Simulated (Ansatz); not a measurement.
## SiO2: a ladder of calculations

Cell of run 1: an entry of the Crystallography Open Database (COD) (listed for 1.1 GPa).

```cif
data_SiO2
_symmetry_space_group_name_H-M 'P4_12_12'
_symmetry_Int_Tables_number 92
_cell_length_a 4.8757
_cell_length_b 4.8757
_cell_length_c 6.7163
_cell_angle_alpha 90.000
_cell_angle_beta 90.000
_cell_angle_gamma 90.000
loop_
_atom_site_label
_atom_site_type_symbol
_atom_site_symmetry_multiplicity
_atom_site_Wyckoff_symbol
_atom_site_fract_x
_atom_site_fract_y
_atom_site_fract_z
Si Si 4 a 0.3125 0.3125 0.0000
O O 8 b 0.2356 0.1269 0.1904
```

One atom of each set is listed.

Relaxed positions (PBE, cell held):

Si (0.3154, 0.3154, 0.0000)
O (0.2321, 0.1365, 0.1952)

All runs are DFT with Ansatz 0.2.0 (plane waves and PAW, scalar-relativistic unless spin–orbit coupling is named, Γ-centred meshes, Fermi–Dirac smearing where given) in this cell.

Run 1: PBE, atoms as given; 420 eV, 5×5×4 k-points, smearing 0.02 eV.
Run 2: PBE, atoms relaxed; 420 eV, 5×5×4 k-points, smearing 0.02 eV.
Run 3: r2SCAN, at the relaxed atoms; 500 eV, 5×5×4 k-points, smearing 0.02 eV.

```
run   Si V_zz (η)   O V_zz (η)
  1  -0.72 (0.72)  8.75 (0.21)
  2  -0.48 (0.80)  9.02 (0.27)
  3             ?            ?
```

V_zz in 10²¹ V/m².

**Question.** Estimate the row of run 3.

**Answer.** Si: -0.47 (0.74); O: 8.90 (0.26). It lies nearest to run 2, from whose tensors on these sites it differs by 0.13 at most (largest principal value of the difference, on O). Taken one at a time, the positions of the atoms (as given or relaxed) move the tensors on these sites by up to 0.44 (largest principal value of the change, on O), the functional (r2SCAN with its higher cutoff) by 0.13 (O).

In runs 1, 3 the atoms aren't at the calculated equilibrium (largest force 0.50, 0.34 eV/Å). The cell isn't the equilibrium one in run 1 (calculated pressure 9 GPa), and the entry's cell may itself be off.
